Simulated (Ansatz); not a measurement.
**HfO2 with nitrogen replacing O: field gradients at two levels of theory**

Cell: a supercell of HfO2 (baddeleyite type, P2_1/c) built from a computed structure from the Materials Project (it need not be an observed phase), with the ions relaxed around the defect (PBE).

```xyz
24
Lattice="-0.8762 5.1506 5.2030 4.2180 0.0000 5.2030 5.0942 5.1506 0.0000" Properties=species:S:1:pos:R:3 pbc="T T T"
Hf    0.7598    2.3251    3.6238
Hf    5.0036    7.5207    8.8952
Hf    2.9591    4.9306    4.1351
Hf    8.0806    4.9324    4.1254
Hf    3.4044    2.7965    1.5228
Hf    7.6845    7.9121    6.7187
Hf    0.3489    5.3892    6.2931
Hf    5.4362    5.3857    6.2931
O     1.4362    3.7906    5.0793
O     6.4787    3.8187    5.1248
O     2.4584    1.2421    2.7131
O     6.5747    6.4027    7.9078
O     1.9496    6.4981    5.2899
O     7.0167    6.4485    5.2943
O     1.8601    3.9355    2.5054
O     6.0341    9.0803    7.7443
N     0.1257    1.7911    1.7005
O     4.3092    6.9544    6.9458
O     4.5722    4.3176    0.8443
O     3.6622    4.4032    6.0925
O     4.1253    3.3849    3.4786
O     8.3184    8.5078    8.6868
O     4.7226    5.9499    4.3703
O     3.9110    5.8976    9.4858
```

Atoms are numbered from 1 in the order listed; like atoms form one site, named after its first atom.

First run. Method: Kohn–Sham DFT in Ansatz, PBE, plane waves and PAW, scalar-relativistic, 420 eV cutoff, Γ-centred 3×3×3 k-points, Fermi–Dirac smearing 0.01 eV, cell charge -1.

```csv
site,atom,V_zz (10²¹ V/m²),η
Hf1,1,-14.71,0.49
Hf2,2,14.59,0.45
Hf3,3,11.38,0.79
Hf4,4,11.66,0.70
Hf5,5,10.70,0.63
Hf6,6,18.26,0.75
Hf7,7,-18.22,0.48
Hf8,8,12.75,0.18
O9,9,1.13,0.95
O11,11,1.22,0.98
O14,14,1.13,0.97
N,17,2.19,0.62
O20,20,-1.63,0.59
O22,22,1.29,0.91
```

Second run. The same atoms and settings, except that the functional is r2SCAN and the cutoff is 500 eV.

**Question.** Given the first result, estimate the second.

**Answer.** 

| site | atom | V_zz | η | change of V_zz |
| --- | --- | --- | --- | --- |
| Hf1 | 1 | -14.83 | 0.49 | -0.12 |
| Hf2 | 2 | 14.88 | 0.45 | +0.29 |
| Hf3 | 3 | 11.58 | 0.78 | +0.20 |
| Hf4 | 4 | 11.78 | 0.72 | +0.12 |
| Hf5 | 5 | 10.78 | 0.65 | +0.08 |
| Hf6 | 6 | 18.20 | 0.70 | -0.06 |
| Hf7 | 7 | -17.88 | 0.50 | +0.34 |
| Hf8 | 8 | 12.94 | 0.19 | +0.19 |
| O9 | 9 | 1.18 | 0.96 | +0.05 |
| O11 | 11 | -1.28 | 0.96 | – |
| O14 | 14 | 1.20 | 0.97 | +0.07 |
| N | 17 | 2.21 | 0.59 | +0.02 |
| O20 | 20 | -1.69 | 0.52 | -0.06 |
| O22 | 22 | 1.27 | 0.97 | -0.02 |

The largest change of V_zz along a kept axis is on Hf7, from -18.22 to -17.88. The whole tensor moves most on Hf6, by 0.68 along its most changed direction. In per cent, |V_zz| changes by -2 to +2 on Hf, -1 to +6 on O, +1 on N (all sites that start above 0.5, bar those whose gradient vanishes or changes sign or whose main axis turns by over 40°). On O11 the largest principal value lies along another axis in the second run, so the two V_zz can't be compared directly. The table leaves out 10 of the 24 sites, with |V_zz| up to 1.83; their tensors move by 0.11 at most along any direction. The statements above cover all sites.

The defect repeats with the cell of 24 atoms, so it feels its images: sites between two images don't show the values beside a lone defect, and zeros or small values of η there can come from the images' arrangement. Hf and O carry a gradient in the pure host already, so the values there aren't the defect's effect alone. A uniform background compensates the cell's charge. Without spin–orbit coupling the gradients at and beside Hf can be off by some per cent, at some sites by more.
For the first run: The cell keeps the host's lattice, where the PBE pressure is 7 GPa (in a charged cell this depends on the convention for the mean potential).
